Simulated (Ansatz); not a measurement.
Total density of states per atom from plane-wave PAW r²SCAN (Ansatz code), in 0.25 eV bins, energy from the Fermi level:

| E (eV) | states/eV/atom |
|---|---|
| -7.85 | 0.06 |
| -7.60 | 0.08 |
| -7.35 | 0.09 |
| -7.10 | 0.11 |
| -6.85 | 0.13 |
| -6.60 | 0.18 |
| -6.35 | 0.21 |
| -6.10 | 0.20 |
| -5.85 | 0.14 |
| -5.60 | 0.19 |
| -5.35 | 0.79 |
| -5.10 | 0.81 |
| -4.85 | 0.94 |
| -4.60 | 0.57 |
| -4.35 | 1.02 |
| -4.10 | 1.29 |
| -3.85 | 1.97 |
| -3.60 | 1.52 |
| -3.35 | 1.41 |
| -3.10 | 1.63 |
| -2.85 | 1.12 |
| -2.60 | 1.39 |
| -2.35 | 2.94 |
| -2.10 | 2.13 |
| -1.85 | 2.09 |
| -1.60 | 1.09 |
| -1.35 | 1.24 |
| -1.10 | 0.74 |
| -0.85 | 0.68 |
| -0.60 | 1.26 |
| -0.35 | 1.67 |
| -0.10 | 0.93 |
| 0.15 | 0.67 |
| 0.40 | 1.25 |
| 0.65 | 1.41 |
| 0.90 | 1.26 |
| 1.15 | 0.85 |
| 1.40 | 0.64 |
| 1.65 | 1.07 |
| 1.90 | 0.67 |
| 2.15 | 0.47 |
| 2.40 | 0.50 |
| 2.65 | 0.51 |
| 2.90 | 0.75 |
| 3.15 | 0.84 |
| 3.40 | 0.74 |
| 3.65 | 0.63 |
| 3.90 | 0.57 |
| 4.15 | 0.37 |
| 4.40 | 0.28 |
| 4.65 | 0.32 |

Q: Pick the material that matches.
A. TaCo3, Cu3Au type
B. NbCo2, cubic Laves (MgCu2 type)
C. NbSi, rock salt
D. TiCo, CsCl type

A: B, NbCo2, cubic Laves (MgCu2 type). Within 0.5 eV of the Fermi level: Co 3d 57 %, Nb 4d 36 %. Projections are on Löwdin-orthogonalised atomic valence shells; empty p or d shells of many metals are not among them.

Space group Fd-3m (cubic Laves (MgCu2 type)). The workflow started from a Materials Project entry (that database holds measured and hypothetical structures alike); the Crystallography Open Database files this formula in space group No. 227, but the cells were not matched. Its standing as an ambient phase is unchecked. Symmetry was held in the r²SCAN relaxation; whether a distortion lowers the energy is not shown. Spin order of the final state: ferromagnetic, chosen from 4 collinear starts compared on coarse meshes (ties went to the first, and starts can fall back to one state), not a proven ground state. Other orbital occupations within this spin state were not tried. Spin–orbit coupling is left out wherever it is not named.

Potentials: the later of the program's two PAW sets.
